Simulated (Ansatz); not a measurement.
Data:

K2LiRhF6:
```
CELL_PARAMETERS angstrom
      0.00000     4.01223     4.01223
      4.01223     0.00000     4.01223
      4.01223     4.01223     0.00000
ATOMIC_POSITIONS crystal
  K  0.75000 0.75000 0.75000
  K  0.25000 0.25000 0.25000
  Li 0.50000 0.50000 0.50000
  Rh 0.00000 0.00000 0.00000
  F  0.75353 0.24647 0.24647
  F  0.24647 0.75353 0.75353
  F  0.24647 0.75353 0.24647
  F  0.75353 0.24647 0.75353
  F  0.24647 0.24647 0.75353
  F  0.75353 0.75353 0.24647
```

This is the PBEsol-relaxed structure.

All from PBEsol in the plane-wave PAW code Ansatz, unless another level is named. Estimate the Debye temperature from the elastic constants.

358 K.

Predict the elastic constants (relaxed ions, GPa).

C11 = 78.5, C12 = 38.4, C44 = 28.5.

Space group Fm-3m. The first step of the workflow began from a Materials Project structure, measured or hypothetical; the Crystallography Open Database copy checked does not list it. Its standing as an ambient phase is unchecked. The PBEsol relaxation kept the symmetry of its start; of distortions, only those at the zone centre were tested. The run is not spin-polarised.

Potentials: the later of the program's two PAW sets.
